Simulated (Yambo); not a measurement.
Yambo run on CaO (rock salt, space group Fm-3m, No. 225) under isotropic strain of -3 % on all lattice vectors. The wavefunctions come from this Quantum ESPRESSO step (PBEsol, PseudoDojo standard norm-conserving files, scalar-relativistic):

```
&CONTROL
  calculation = 'nscf'
  pseudo_dir = './pseudo'
  outdir = './out'
/
&SYSTEM
  ibrav = 0
  nat = 2
  ntyp = 2
  ecutwfc = 84.0
  ecutrho = 336.0
  occupations = 'fixed'
  force_symmorphic = .true.
  nbnd = 66
/
&ELECTRONS
  conv_thr = 2e-09
  diago_full_acc = .true.
  diago_thr_init = 1e-08
/
ATOMIC_SPECIES
O 15.9990 O.upf
Ca 40.0780 Ca.upf
CELL_PARAMETERS angstrom
  0.000000000000   2.310003964059   2.310003964059
  2.310003964059   0.000000000000   2.310003964059
  2.310003964059   2.310003964059   0.000000000000
ATOMIC_POSITIONS crystal
O   0.499999858579   0.499999858579   0.499999858579
Ca   0.999999858579   0.999999858579   0.999999858579
K_POINTS automatic
6 6 6 0 0 0
```

Yambo input:

```
rim_cut
gw0
dyson
el_el_corr
HF_and_locXC
ppa
em1d
RandQpts= 1000000
RandGvec= 1 Ry
EXXRLvcs= 84 Ry
VXCRLvcs= 336 Ry
Chimod= "HARTREE"
% BndsRnXp
 1 | 64 |
%
NGsBlkXp= 10 Ry
% LongDrXp
 1.0 | 1.0 | 1.0 |
%
PPAPntXp= 27.2114 eV
% GbndRnge
 1 | 64 |
%
GTermKind= "BG"
DysSolver= "n"
ExtendOut
% QPkrange
 1 | 1 | 8 | 9 |
 4 | 4 | 8 | 9 |
 13 | 13 | 8 | 9 |
%
```

k points by index: 1 = Γ, 4 = L, 13 = X.

Table of the .qp output:

```
#    K-point    Band    Eo [eV]    E [eV]    E-Eo [eV]    Vxc [eV]    Vnlxc [eV]    Sc|Eo [eV]    Sc|E [eV]    dSc/dw|Eo [eV]    Re(Z)    Im(Z)
#
    1    8    0.000000    -1.142911    -1.142911    -19.48993    -24.92421    3.990595    4.291367    -7.160247    0.791679    -0.001307
    1    9    5.628620    6.361226    0.732606    -11.89688    -6.948256    -4.085038    -4.216014    -4.864633    0.848340    -0.458225E-3
    4    8    -1.462609    -2.659172    -1.196562    -17.97834    -23.57325    4.065271    4.398354    -7.571919    0.782296    -0.003558
    4    9    7.577618    9.352737    1.775119    -16.54132    -9.752321    -4.633364    -5.013878    -5.830124    0.823516    -0.005443
    13    8    -0.336058    -1.559716    -1.223658    -19.16218    -24.70487    3.996950    4.319040    -7.161754    0.791644    -0.001377
    13    9    3.478863    4.725430    1.246566    -11.85781    -6.224431    -4.173681    -4.386811    -4.652150    0.853997    -0.787855E-3
```
(The two width columns are left out.) Convergence of these settings isn't established.

Geometry strained from the cell relaxed with PBEsol, atoms relaxed again.
